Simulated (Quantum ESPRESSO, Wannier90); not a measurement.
# Wannierisation of BaF₂ (fluorite)

```
begin unit_cell_cart
ang
    0.0000000000    3.1128650000    3.1128650000
    3.1128650000    0.0000000000    3.1128650000
    3.1128650000    3.1128650000    0.0000000000
end unit_cell_cart
begin atoms_frac
Ba   0.0000000000  0.0000000000  0.0000000000
F    0.2500000000  0.2500000000  0.2500000000
F   -0.2500000000 -0.2500000000 -0.2500000000
end atoms_frac
```

Structure: Materials Project mp-1029, symmetrised, not relaxed again. COD (Crystallography Open Database) has an entry of this formula and space group (matched by these alone). Method: PBEsol plane waves in Quantum ESPRESSO 7.5 (PseudoDojo norm-conserving files, 68 Ry, no spin polarisation, no spin-orbit coupling), Bloch states on a 8×8×8 mesh through Γ, Wannier90 4.0.1. Density: 8×8×8 mesh, cold smearing 0.01 Ry. Spin-orbit coupling is left out although heavy elements are present.

Bands 2-3,7-12 form an isolated set from -19.05 to 0.00 eV relative to the valence-band maximum (on the path) and are turned into 8 Wannier functions by minimising the spread from the start: s functions at the bond centres. Bands 4–6 (Ba 5p 94 %, F 2p 5 %) lie between the kept ones and are excluded.

Where do the functions sit, how wide are they and what are they made of?


```csv
functions,spread (Å²),"nearest atom, distance (Å)","second atom, distance (Å)",weight on atomic waves
8,0.76,F 0.32,Ba 2.38,"F 2p 71 %, F 2s 24 %"
```

Ω_I = 5.68 Å², Ω_total = 6.11 Å²; the interpolated bands follow pw.x to 0.2 meV rms on the path. It is the lowest total spread that any start reached here.
